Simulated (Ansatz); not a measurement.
Hf (hcp (Mg type), space group No. 194), a = b = 3.1981 Å, c = 5.0457 Å, α = β = 90.00°, γ = 120.00°.

Relaxed with r²SCAN.

Decompose the optical modes at the zone centre into irreducible representations, and say which are infrared and Raman allowed.

Point group 6/mmm: Γ_opt = B1g + E2g. Infrared: none. Raman: E2g.

Assign frequencies (DFPT, the program Ansatz at the r²SCAN level (PAW)).

E2g 84, B1g 100 cm⁻¹.

Subscripts of B labels follow the axes of the standard setting.

Space group P6_3/mmc (hcp (Mg type)). The r²SCAN relaxation kept the symmetry of its start; of distortions, only those at the zone centre were tested. The run is not spin-polarised. As this level gives no gap, phonon frequencies hold no LO–TO term and depend on the k-mesh and smearing (Fermi–Dirac, 0.1 eV here). Axis ratios of metals converge slowly with the k-mesh, so a and c are less sure than the volume. Spin–orbit coupling is left out wherever it is not named.

Potentials: the later of the program's two PAW sets.
